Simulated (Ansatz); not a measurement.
RbCl:
```cif
data_Cl4Rb4
_chemical_formula_sum 'Rb4 Cl4'
_space_group_name_H-M_alt 'Fm-3m'
_space_group_IT_number 225
_space_group_name_Hall '-F 4 2 3'
_cell_length_a 6.69905
_cell_length_b 6.69905
_cell_length_c 6.69905
_cell_angle_alpha 90.000
_cell_angle_beta 90.000
_cell_angle_gamma 90.000
loop_
_atom_site_label
_atom_site_type_symbol
_atom_site_symmetry_multiplicity
_atom_site_Wyckoff_symbol
_atom_site_fract_x
_atom_site_fract_y
_atom_site_fract_z
_atom_site_occupancy
Rb1 Rb 4 a 0.00000 0.00000 0.00000 1
Cl1 Cl 4 b 0.50000 0.50000 0.50000 1
```
(The calculation used a cell of 2 atoms; values per cell refer to that cell.)

Relaxed with PBE. PBE (plane waves, PAW; program Ansatz) gives a gap of 4.83 eV.

Task: What gap does HSE06 give on the same cell (Ansatz, PAW)?

Result: 6.12 eV, 1.28 eV more. The hybrid was solved on a coarser mesh and at special points; its gap is the smallest among all of these.

```
k  v1 PBE  c1 PBE  v1 HSE06  c1 HSE06
-  ------  ------  --------  --------
Γ    0.00    4.83      0.00      6.12
X   -0.10    6.24         …         …
L   -0.29    7.56         …         …
W   -0.24    7.59         …         …
K   -0.20    6.91         …         …
```

Task: Top valence (v1) and lowest conduction level (c1) in eV from each method's valence maximum (which need not be a listed point): supply the withheld HSE06 values.

Result: 
- K, v1 HSE06: -0.21
- K, c1 HSE06: 8.22
- W, v1 HSE06: -0.24
- W, c1 HSE06: 8.92
- X, v1 HSE06: -0.11
- X, c1 HSE06: 7.52
- L, v1 HSE06: -0.30
- L, c1 HSE06: 8.85

Cost on shared cores: the PBE run (SCF on a 7×7×7 mesh, then bands and DOS) very roughly 17 core-seconds, the HSE06 run (SCF on 5×5×5, then a few points) roughly 100 core-seconds; the tasks are unlike.

Symmetry was held in the PBE relaxation; phonons on a q-mesh show no instability. Spin–orbit coupling is left out wherever it is not named.

Potentials: the later of the program's two PAW sets.
